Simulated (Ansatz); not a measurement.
TaSi₂:
```cif
data_Si6Ta3
_chemical_formula_sum 'Ta3 Si6'
_space_group_name_H-M_alt 'P 1'
_space_group_IT_number 1
_cell_length_a 4.77987
_cell_length_b 4.77987
_cell_length_c 6.55386
_cell_angle_alpha 90.000
_cell_angle_beta 90.000
_cell_angle_gamma 120.000
loop_
_space_group_symop_operation_xyz
  'x, y, z'
loop_
_atom_site_label
_atom_site_type_symbol
_atom_site_fract_x
_atom_site_fract_y
_atom_site_fract_z
_atom_site_occupancy
Ta1 Ta 0.00000 0.50000 0.33333 1
Ta2 Ta 0.50000 0.00000 0.00000 1
Ta3 Ta 0.50000 0.50000 0.66667 1
Si1 Si 0.84182 0.68363 0.00000 1
Si2 Si 0.15818 0.84182 0.66667 1
Si3 Si 0.31637 0.15818 0.33333 1
Si4 Si 0.15818 0.31637 0.00000 1
Si5 Si 0.84182 0.15818 0.66667 1
Si6 Si 0.68363 0.84182 0.33333 1
```

Relaxed with r²SCAN.

Q: Tabulate the valence density and the electron localisation function along the shortest Ta–Ta contact (3.24 Å), r²SCAN in the plane-wave PAW code Ansatz.

A: 

| distance from Ta (Å) | density (e/Å³) | ELF |
|---|---|---|
| 0.32 | 4.45 | 0.40 |
| 0.49 | 4.30 | 0.69 |
| 0.65 | 3.05 | 0.74 |
| 0.81 | 1.61 | 0.59 |
| 0.97 | 0.69 | 0.30 |
| 1.13 | 0.36 | 0.17 |
| 1.30 | 0.27 | 0.21 |
| 1.46 | 0.23 | 0.32 |
| 1.62 | 0.23 | 0.38 |
| 1.78 | 0.23 | 0.32 |
| 1.94 | 0.27 | 0.21 |
| 2.10 | 0.36 | 0.17 |
| 2.27 | 0.69 | 0.30 |
| 2.43 | 1.61 | 0.59 |
| 2.59 | 3.05 | 0.74 |
| 2.75 | 4.30 | 0.69 |
| 2.91 | 4.45 | 0.40 |

The density is the valence pseudo-density with augmentation charge, so density and ELF within about 1 Å of a nucleus are not all-electron values.

Space group P6_422. The first step of the workflow began from a Materials Project structure, measured or hypothetical; the Crystallography Open Database files this formula in space group No. 181, but the cells were not matched. Its standing as an ambient phase is unchecked. Symmetry was held in the r²SCAN relaxation; its stability against distortions is not shown here. The run is not spin-polarised. Scalar-relativistic: spin–orbit coupling is off unless named, which matters more the heavier the elements.

Potentials: the later of the program's two PAW sets.
